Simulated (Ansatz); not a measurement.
LaI$_{2}$:
```xyz
3
Lattice="-1.9720 1.9720 7.1180 1.9720 -1.9720 7.1180 1.9720 1.9720 -7.1180" Properties=species:S:1:pos:R:3 pbc="T T T"
La     0.0000     0.0000     0.0000
I      0.0000     0.0000     5.2205
I      0.0000     0.0000     9.0155
```

Relaxed with r²SCAN+D4. Special points in fractions of this cell's reciprocal vectors: Γ (0.000, 0.000, 0.000); X (0.000, 0.000, 0.500); P (0.250, 0.250, 0.250); N (0.000, 0.500, 0.000); M (0.500, 0.500, -0.500); S (0.269, 0.731, -0.269); S0 (-0.269, 0.269, 0.269); R (-0.038, 0.038, 0.500); G (0.500, 0.500, -0.038).

List the band energies nearest the Fermi level at these points for DFT-r²SCAN+D4 in the program Ansatz with PAW potentials.

In eV from the Fermi level; about four levels below and three above (degenerate sets whole), none deeper than 8.9 eV; points with the same levels are listed once.

| k | below | above |
|---|---|---|
| Γ | -2.98 -2.98 -2.82 -1.27 | 0.94 0.96 1.25 1.25 |
| X | -5.11 -5.11 -4.69 -3.08 | 0.79 1.13 1.13 |
| P | -5.11 -4.86 -4.86 -3.09 | 0.87 1.13 1.13 |
| N | -3.61 -3.46 -2.80 -0.38 | 1.09 1.10 1.18 |
| M | -3.29 -3.29 -3.24 -3.24 -1.29 | 0.65 0.96 1.25 1.25 |
| S | -3.56 -3.47 -2.80 -0.45 | 1.09 1.14 1.15 |
| R | -5.10 -5.10 -4.71 -3.12 | 0.84 1.13 1.13 |

Space group I4/mmm (MoSi2 or CaC2 type). The workflow started from an entry of the Crystallography Open Database (COD). Its standing as an ambient phase is unchecked. The cell was relaxed with r²SCAN+D4 under the symmetry of its start; its stability against distortions is not shown here. With an odd number of electrons in the cell and no spin polarisation, the count alone makes it a metal. Scalar-relativistic: spin–orbit coupling is off unless named, which matters more the heavier the elements.

Potentials: the later of the program's two PAW sets.
